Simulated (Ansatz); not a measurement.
Cl in space group P6/mmm (No. 191; Cl on 1a, Cl on 2d) under volume change, plane-wave PAW PBE (Ansatz code), shape and atoms relaxed at each volume.

| V (Å³/atom) | E − E(relaxed) (meV/atom) | P (GPa) |
|---|---|---|
| 29.684 | 2.4 | 0.32 |
| 30.663 | … | … |
| 31.641 | 0.2 | 0.09 |
| 32.620 | 0.0 | 0.00 |
| 33.599 | 0.2 | -0.04 |
| 34.577 | 0.6 | -0.09 |
| 35.556 | … | … |

What belongs in the gaps?


- 35.556, E − E(relaxed) (meV/atom): 1.2
- 35.556, P (GPa): -0.12
- 30.663, E − E(relaxed) (meV/atom): 1.0
- 30.663, P (GPa): 0.18

What does a third-order Birch–Murnaghan fit give for V₀, B₀ and B′?

V₀ = 32.71 Å³/atom, B₀ = 2.1 GPa, B′ = 9.6.

The cell is a constructed one: a structure type filled with these elements; neither database checked (COD, Materials Project) lists it. It is not the usual solid phase (space group No. 64). The cell was relaxed with PBE under the symmetry of its start; its stability against distortions is not shown here. The substance is a gas or liquid at ambient conditions. A crystal of weakly bound molecules computed without a dispersion correction: the cell and the soft elastic constants depend strongly on that.

Potentials: the later of the program's two PAW sets.
